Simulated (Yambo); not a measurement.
ZnTe (zinc blende, space group F-43m, No. 216); a = 4.2881 Å, b = 4.2881 Å, c = 4.2881 Å, α = 60.00°, β = 60.00°, γ = 60.00°. With the G0W0 scissor the direct gap on the mesh is 2.13 eV.

Q: Does this run resolve the lowest exciton, and if so, what are its energy and binding? (Yambo, PBEsol bands; 6×6×6 mesh, 6 valence and 10 conduction bands, static screening with 76 bands and a 4 Ry block, scissor 1.18 eV, Tamm-Dancoff.)

A: No. The lowest state covers only about 1 of the 216 k points, so the mesh doesn't resolve it: its energy and its distance from the direct gap are mesh artefacts. An extended exciton needs a far denser mesh. The scissor comes from a G0W0 run whose convergence isn't established. 

The standard potential for Te keeps a d shell in the valence without the s and p states of that shell. In tests on such compounds this moved G0W0 gaps by up to about 0.9 eV, so absolute quasiparticle energies here are unreliable; differences between settings are what counts.

Spin-orbit coupling is included.

Geometry relaxed with PBEsol.
